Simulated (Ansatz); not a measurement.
Space group I4/mmm (No. 139). a = 4.130 Å, b = 4.130 Å, c = 12.948 Å, α = 90.00°, β = 90.00°, γ = 90.00°
```
atom site symmetry x y z
  Rb    4e       4mm  0.0000  0.0000  0.3500
  Ni    2a     4/mmm  0.0000  0.0000  0.0000
   O    4e       4mm  0.0000  0.0000  0.1299
```

Equation of state of this Rb2NiO2 structure (not necessarily the ground state), with shape and atoms relaxed at each volume where symmetry leaves them free. All numbers below come from DFT PBEsol, scalar-relativistic, plane waves, PAW (Ansatz).

Settings: cutoff 420 eV, Γ-centred mesh 10×10×10 on the computed 5-atom cell, Gaussian smearing of 0.02 eV; collinear spin.

```
V (Å³/atom) E − E(largest V) (meV/atom) P (GPa) gap on mesh (eV)
     20.754                         1.73     2.01              0.84
     21.417                        -4.21     0.91              0.88
     22.079                        -6.03     0.00              0.91
     22.742                        -4.42    -0.76              0.95
     23.404                         0.00    -1.37              0.98
```

Problem. Fit a third-order Birch–Murnaghan equation to E(V).

Solution. V0 = 22.08 Å³/atom, B0 = 27 GPa, B0' = 5.4.

The cell holds one magnetic atom, so it can only be ferromagnetic; an antiferromagnetic order may lie lower.

The gaps are read on the mesh, which can miss the band edges, so they can be too wide.